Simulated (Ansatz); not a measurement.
# LiF with Pb replacing Li: gradients before and after relaxing the atoms

Start: a supercell of LiF (rock salt type, Fm-3m) built from a structure deposited in the COD, with all atoms left at the host's positions.

```cif
data_Li26PbF27
_symmetry_space_group_name_H-M 'Fm-3m'
_symmetry_Int_Tables_number 225
_cell_length_a 12.0840
_cell_length_b 12.0840
_cell_length_c 12.0840
_cell_angle_alpha 90.000
_cell_angle_beta 90.000
_cell_angle_gamma 90.000
loop_
_atom_site_label
_atom_site_type_symbol
_atom_site_symmetry_multiplicity
_atom_site_Wyckoff_symbol
_atom_site_fract_x
_atom_site_fract_y
_atom_site_fract_z
Pb Pb 4 a 0.0000 0.0000 0.0000
Li2 Li 48 h 0.1667 0.1667 0.0000
Li5 Li 32 f 0.3333 0.1667 0.1667
Li15 Li 24 e 0.5000 0.5000 0.3333
F28 F 32 f 0.1667 0.1667 0.1667
F30 F 24 e 0.5000 0.5000 0.1667
F32 F 48 i 0.5000 0.3333 0.3333
F41 F 4 b 0.5000 0.5000 0.5000
```

One atom of each set is listed; the run and its k-mesh use a cell of 54 atoms with edges of 8.54, 8.54, 8.54 Å.

Computed with Ansatz: DFT, PBE, plane waves and PAW, scalar-relativistic, collinear spin, 420 eV cutoff, Γ-centred 3×3×3 k-points, Fermi–Dirac smearing 0.01 eV. Start moments as typed (μB): 1 on each Pb, none on the rest.

The largest force at the start is 7.2 eV/Å. Relaxing the ions at fixed cell moves them by 0.359 Å at most (atom 30, F) and 0.132 Å rms.

```tsv
site	moved (Å)	first shell before	first shell after	V_zz before (10²¹ V/m²)	η before
Pb	0.000	6 F at 2.01 Å	6 F at 2.37 Å	0.00	–
Li2	0.096	6 F at 2.01 Å	6 F at 1.95–2.10 Å	0.058	0.49
Li15	0.097	6 F at 2.01 Å	6 F at 1.75–2.01 Å	0.016	0.00
F28	0.005	6 Li at 2.01 Å	6 Li at 2.02 Å	0.46	0.00
F30	0.359	5 Li at 2.01 Å, 1 Pb at 2.01 Å	5 Li at 1.75–2.10 Å	-1.83	0.00
F32	0.002	6 Li at 2.01 Å	6 Li at 1.95–2.01 Å	0.31	0.06
```

Task: What are V_zz and η after the relaxation?

Result: 

```csv
site,V_zz after,η after,change of V_zz
Pb,0.00,–,0.00
Li2,0.082,0.91,+0.02
Li15,-0.082,0.00,-0.10
F28,0.096,0.00,-0.37
F30,-0.37,0.00,+1.46
F32,-1.99,0.41,-2.30
```

The largest change of V_zz is on F32, from 0.31 to -1.99. Where |V_zz| stays above 0.1, η moves most on F32, from 0.06 to 0.41. V_zz changes sign on F32 (same axis). Other sites with |V_zz| of 0.02 or less aren't listed. The electronic state changes along with the positions (absolute moment from 0.3 to 1.0 μB), so the changes aren't those of geometry alone.

The defect repeats with the cell of 54 atoms, so it feels its images: sites between two images don't show the values beside a lone defect, and zeros or small values of η there can come from the images' arrangement. The defect cell has no gap above 0.1 eV on its mesh, so the values can hang on the smearing and the k-mesh. With these PAW files V_zz is typically within 2 to 3 % of all-electron values, but misses above 10 % occur on Li. The run lost most of its start moments on Pb; a state with other moments may lie lower.
Before: Without spin–orbit coupling the gradients at and beside Pb can be off by some per cent, at some sites by more. The cell keeps the host's lattice, where the PBE pressure is 17 GPa. The neighbours have not yet relaxed around the defect (largest force 7.2 eV/Å), so the values at and beside it are those of a strained start, not of the defect in a real crystal.
After: The relaxation keeps the site symmetry m-3m of the start, so the impurity can't leave its site; a distortion that would localise the partly filled state isn't explored. The cell keeps the host's lattice, where the PBE pressure is 10 GPa.
